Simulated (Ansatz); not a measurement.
The start is a relaxed TiAu cell, doubled along one cell vector, shaken by Gaussian noise of σ = 0.08 Å a coordinate. The cell and all atomic positions are relaxed at zero pressure with PBEsol (plane waves to 420 eV, PAW, scalar-relativistic; Ansatz, a quantum-chemistry and plane-wave program). The first steps use a coarse 10×5×6 k-mesh.

Initial structure:
```yaml
crystal:
  lattice:
    - [3.30654, 0.00000, 0.00000]
    - [0.00000, 6.61307, 0.00000]
    - [0.00000, 0.00000, 6.01032]
  atoms:
    - { symbol: Ti, position: [0.99940, 0.27208, 0.64572] }
    - { symbol: Ti, position: [0.02537, 0.75654, 0.64394] }
    - { symbol: Ti, position: [0.48709, 0.01256, 0.34193] }
    - { symbol: Ti, position: [0.49267, 0.49678, 0.36612] }
    - { symbol: Au, position: [0.00451, 0.23975, 0.14092] }
    - { symbol: Au, position: [0.99498, 0.75562, 0.13595] }
    - { symbol: Au, position: [0.48737, 0.01030, 0.88398] }
    - { symbol: Au, position: [0.52112, 0.50574, 0.85369] }
```

Task: Which atoms feel the largest initial force, and how large is it?

Result: 2.46 eV/Å, on Ti3 (atoms numbered as listed).

Task: By how much does the energy per atom fall from start to end?

Result: 0.08 eV/atom.

Task: Does it find its way back to the structure it was made from?

Result: The parent structure is recovered, P4/nmm (No. 129).

Task: How do the shortest distances between atoms change?

Result: The closest pairs of elements (up to four, under 3.6 Å), start → end: Au–Ti 2.50 → 2.70 Å; Au–Au 2.69 → 2.87 Å; Ti–Ti 2.77 → 2.85 Å.

Task: Is the relaxed structure metallic? Give its gap.

Result: No gap (metallic).

Final structure:

Space group P4/nmm, origin choice 1 (No. 129); a = 3.307 Å, b = 3.307 Å, c = 6.011 Å, α = 90.00°, β = 90.00°, γ = 90.00°

```tsv
atom	site	symmetry	x	y	z
Ti	2c	4mm	0.5000	0.0000	0.3645
Au	2c	4mm	0.0000	0.5000	0.1389
```

Final values are on a 14×14×8 k-mesh of the relaxed cell. No spin polarisation in the result.

The first start was generated by placing the elements on the sites of a structure type. Materials Project lists a structure of TiAu in the same space group, P4/nmm (No. 129); the sites were not compared with it, nor with measured phases.
